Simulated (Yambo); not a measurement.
G0W0@LDA for NaTaO$_{3}$ (space group P4/mbm, No. 127) in Yambo. Reference settings: 2×2×4 Γ-centred k mesh, bands 5 to 189 and a 7 Ry block in the screening, 189 bands in G with the Bruneval-Gonze terminator, plasmon pole fitted at 27.2 eV. The LDA gap Z → Γ on this mesh is 2.27 eV; G0W0 gaps are taken between the same points.

```json
[
 {"change from the reference": "reference settings", "G0W0 gap Z → Γ (eV)": "4.01", "shift of the valence edge (eV)": "-0.45"},
 {"change from the reference": "62 bands in W, 62 bands in G, 4 Ry block", "G0W0 gap Z → Γ (eV)": "4.50", "shift of the valence edge (eV)": "-0.28"},
 {"change from the reference": "84 bands in W, 84 bands in G, 3 Ry block", "G0W0 gap Z → Γ (eV)": "4.37", "shift of the valence edge (eV)": "-0.37"},
 {"change from the reference": "151 bands in W, 151 bands in G, 2 Ry block", "G0W0 gap Z → Γ (eV)": "4.45", "shift of the valence edge (eV)": "-0.61"},
 {"change from the reference": "113 bands in W, 113 bands in G", "G0W0 gap Z → Γ (eV)": "(withheld)", "shift of the valence edge (eV)": "-0.35"},
 {"change from the reference": "exchange cut at 40 Ry", "G0W0 gap Z → Γ (eV)": "3.96", "shift of the valence edge (eV)": "-0.40"},
 {"change from the reference": "wavefunctions cut at 10 Ry", "G0W0 gap Z → Γ (eV)": "3.91", "shift of the valence edge (eV)": "-0.11"},
 {"change from the reference": "151 bands in W, 151 bands in G, no terminator", "G0W0 gap Z → Γ (eV)": "4.07", "shift of the valence edge (eV)": "-0.14"}
]
```

Estimate the withheld gaps from the other rows; the computed values follow.


- 113 bands in W, 113 bands in G, G0W0 gap Z → Γ (eV): 4.10

The reference isn't shown to be the converged limit.

Spin-orbit coupling is not included.

Geometry of the Materials Project entry, not relaxed at this level; primitive cell a = b = 5.477 Å, c = 3.959 Å, α = β = γ = 90.00°.

This is not the ordinary phase of the substance.

A shift is the quasiparticle energy of the state minus its LDA energy.
